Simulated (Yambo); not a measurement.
ZrNBr (space group Pmmn, No. 59), G0W0@LDA in Yambo (4×4×1 mesh, plasmon pole; 7 Ry block, no terminator). The number N of bands in W and G is varied.

```
N    x = 1/N  gap Γ → Γ (eV)  shift of the valence edge (eV)
---  -------  --------------  ------------------------------
75   0.01333           2.974                           0.577
109  0.00917           2.872                           0.387
151  0.00662           2.841                           0.211
194  0.00515               ?                               ?
```

Q: Basis-set arguments suggest E = E∞ + A x. Fix A and E∞ from the two rows above the withheld one, predict the row at 194 bands, and test the form.

A: Gap: A = (2.841 − (2.872))/(0.00662 − 0.00917) = 12.2, E∞ = 2.761 eV, so 2.823 eV is predicted; the run gave 2.808 eV (miss 15 meV). The first two rows have slope 24.5, so the form doesn't hold yet over the whole range. Shift: A = (0.211 − (0.387))/(0.00662 − 0.00917) = 69.0, E∞ = -0.246 eV, so 0.110 eV is predicted; the run gave 0.112 eV (miss 2 meV). The first two rows have slope 45.7, so the form doesn't hold yet over the whole range. The other settings are held fixed.

Spin-orbit coupling is not included.

Geometry of the Materials Project entry, not relaxed at this level; primitive cell a = 3.6197 Å, b = 4.1193 Å, c = 9.0224 Å, α = 90.00°, β = 90.00°, γ = 90.00°.

A shift is the quasiparticle energy of the state minus its LDA energy.

The distance between layers or molecules is the database entry's, not relaxed here. Functionals without dispersion can leave it too large, which widens gaps and weakens the response across layers: the numbers belong to this cell.
